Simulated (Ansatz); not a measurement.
CaO:
```
CaO
1.0
    3.98124     0.00000     0.00000
   -1.99062     3.44786     0.00000
    0.00000     0.00000     4.76953
Ca O
2 2
Direct
  0.33333   0.66667   0.75000
  0.66667   0.33333   0.25000
  0.33333   0.66667   0.25000
  0.66667   0.33333   0.75000
```

Tensor components refer to the Cartesian frame of this cell.

Problem. Give the high-frequency dielectric tensor and the Born effective charge tensors of the independent atoms from DFPT, plane-wave PAW r²SCAN (Ansatz code).

Solution. 
ε∞:
```
3.13  0.00  0.00
0.00  3.13  0.00
0.00  0.00  3.18
```
Z* of atom 1 (Ca), rows: field, columns: displacement, in e:
```
2.05  0.00  0.00
0.00  2.05  0.00
0.00  0.00  2.33
```
Z* of atom 3 (O), rows: field, columns: displacement, in e:
```
-2.05   0.00   0.00
 0.00  -2.05   0.00
 0.00   0.00  -2.33
```

Static charges for comparison (Bader): Ca1 +1.52, O3 -1.52 e. Born charges measure polarisation by displacement and can exceed these by far.

Space group P6_3/mmc. The first step of the workflow began from a Materials Project structure, measured or hypothetical; the Crystallography Open Database copy checked does not list it. It is not the phase usual at ambient conditions (space group No. 225). Symmetry was held in the r²SCAN relaxation; whether a distortion lowers the energy is not shown.

Potentials: the later of the program's two PAW sets.
